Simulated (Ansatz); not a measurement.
## Orbital-resolved density of states of Si$_{2}$Mo

```yaml
crystal:
  lattice:
    - [-1.60000, 1.60000, 3.93050]
    - [1.60000, -1.60000, 3.93050]
    - [1.60000, 1.60000, -3.93050]
  atoms:
    - { symbol: Si, position: [0.33300, 0.33300, 0.00000] }
    - { symbol: Si, position: [0.66700, 0.66700, 0.00000] }
    - { symbol: Mo, position: [0.00000, 0.00000, 0.00000] }
```

Atom numbers follow the list: Si1, Si2, Mo3.

The geometry is COD entry 1010282, unchecked; take it as a test cell. It is an old determination, and later ones may differ.

Level of theory: DFT, PBEsol, all-electron LAPW, scalar-relativistic (Ansatz 0.2.0).

The runs use a Γ-centred 16×16×16 k mesh, Fermi–Dirac smearing of 0.08 eV, basis error target 1 meV/atom, no spin polarisation.

States per eV for one atom of each kind, in 0.4 eV bins named by their centres, from the Fermi level, projected on a minimal set of Löwdin-orthogonalised atomic shells; orbitals are real harmonics on the Cartesian axes, equal curves share a column, and empty bins are left out, as is all above 3.0 eV, near the top of the computed bands.

Mo3 4d:

```
# E all dz2 dxz=dyz dx2-y2 dxy
-12.3 0.01 0.00 0.00 0.00 0.00
-11.9 0.01 0.00 0.00 0.00 0.00
-11.5 0.02 0.00 0.01 0.00 0.00
-11.1 0.03 0.00 0.01 0.00 0.01
-10.7 0.04 0.01 0.01 0.00 0.01
-10.3 0.06 0.01 0.02 0.00 0.02
-9.9 0.09 0.01 0.02 0.00 0.03
-9.5 0.11 0.02 0.02 0.00 0.06
-9.1 0.23 0.03 0.02 0.00 0.16
-8.7 0.15 0.05 0.03 0.00 0.04
-8.3 0.20 0.06 0.04 0.00 0.05
-7.9 0.18 0.05 0.05 0.00 0.03
-7.5 0.17 0.05 0.05 0.00 0.02
-7.1 0.15 0.04 0.04 0.00 0.02
-6.7 0.13 0.04 0.04 0.01 0.01
-6.3 0.20 0.05 0.04 0.03 0.03
-5.9 0.32 0.04 0.06 0.05 0.11
-5.5 0.26 0.04 0.04 0.07 0.07
-5.1 0.32 0.09 0.06 0.08 0.04
-4.7 0.19 0.03 0.05 0.06 0.01
-4.3 0.33 0.06 0.07 0.11 0.02
-3.9 0.66 0.11 0.13 0.24 0.06
-3.5 0.72 0.11 0.13 0.27 0.08
-3.1 0.99 0.24 0.17 0.32 0.10
-2.7 1.90 0.65 0.33 0.44 0.15
-2.3 2.48 0.46 0.42 0.42 0.75
-1.9 1.51 0.18 0.34 0.21 0.44
-1.5 0.81 0.08 0.25 0.03 0.20
-1.1 0.73 0.03 0.25 0.01 0.20
-0.7 0.85 0.01 0.32 0.00 0.19
-0.3 0.34 0.01 0.10 0.01 0.13
0.1 0.19 0.02 0.01 0.05 0.08
0.5 0.34 0.15 0.02 0.13 0.02
0.9 0.46 0.13 0.04 0.21 0.04
1.3 0.63 0.15 0.06 0.28 0.07
1.7 1.08 0.28 0.11 0.46 0.11
2.1 1.62 0.37 0.19 0.77 0.10
2.5 0.87 0.19 0.20 0.20 0.08
```

Si1 3p:

```
# E all pz px=py
-13.1 0.01 0.00 0.00
-12.7 0.02 0.01 0.01
-12.3 0.03 0.01 0.01
-11.9 0.05 0.02 0.02
-11.5 0.07 0.02 0.02
-11.1 0.08 0.02 0.03
-10.7 0.09 0.02 0.03
-10.3 0.09 0.02 0.04
-9.9 0.11 0.02 0.05
-9.5 0.10 0.03 0.04
-9.1 0.13 0.05 0.04
-8.7 0.14 0.07 0.03
-8.3 0.15 0.07 0.04
-7.9 0.13 0.06 0.03
-7.5 0.11 0.05 0.03
-7.1 0.10 0.04 0.03
-6.7 0.11 0.05 0.03
-6.3 0.23 0.09 0.07
-5.9 0.46 0.14 0.16
-5.5 0.36 0.13 0.12
-5.1 0.35 0.15 0.10
-4.7 0.14 0.03 0.05
-4.3 0.21 0.07 0.07
-3.9 0.29 0.09 0.10
-3.5 0.25 0.08 0.08
-3.1 0.31 0.11 0.10
-2.7 0.50 0.20 0.15
-2.3 0.79 0.27 0.26
-1.9 0.64 0.17 0.24
-1.5 0.26 0.08 0.09
-1.1 0.11 0.03 0.04
-0.7 0.06 0.02 0.02
-0.3 0.03 0.00 0.02
0.1 0.04 0.00 0.02
0.5 0.08 0.02 0.03
0.9 0.12 0.02 0.05
1.3 0.16 0.02 0.07
1.7 0.23 0.03 0.10
2.1 0.26 0.06 0.10
2.5 0.28 0.07 0.11
```

Si1 3s:

```
# E all
-13.1 0.03
-12.7 0.06
-12.3 0.07
-11.9 0.10
-11.5 0.13
-11.1 0.13
-10.7 0.13
-10.3 0.13
-9.9 0.16
-9.5 0.16
-9.1 0.24
-8.7 0.19
-8.3 0.19
-7.9 0.14
-7.5 0.11
-7.1 0.08
-6.7 0.05
-6.3 0.04
-5.9 0.03
-5.5 0.03
-5.1 0.06
-4.7 0.06
-4.3 0.07
-3.9 0.10
-3.5 0.07
-3.1 0.08
-2.7 0.08
-2.3 0.08
-1.9 0.05
-1.5 0.03
-1.1 0.02
-0.7 0.01
0.5 0.05
0.9 0.06
1.3 0.07
1.7 0.13
2.1 0.18
2.5 0.20
```

Mo3 5s:

```
# E all
-13.5 0.01
-13.1 0.06
-12.7 0.07
-12.3 0.07
-11.9 0.07
-11.5 0.06
-11.1 0.05
-10.7 0.04
-10.3 0.03
-9.9 0.03
-9.5 0.03
-9.1 0.03
-8.7 0.03
-8.3 0.02
-7.9 0.01
-7.5 0.01
-7.1 0.01
-6.7 0.02
-6.3 0.03
-5.9 0.04
-5.5 0.03
-5.1 0.03
-4.7 0.01
-4.3 0.04
-3.9 0.07
-3.5 0.05
-3.1 0.05
-2.7 0.03
-2.3 0.03
-1.9 0.01
0.9 0.01
1.3 0.01
1.7 0.02
2.1 0.03
2.5 0.03
```
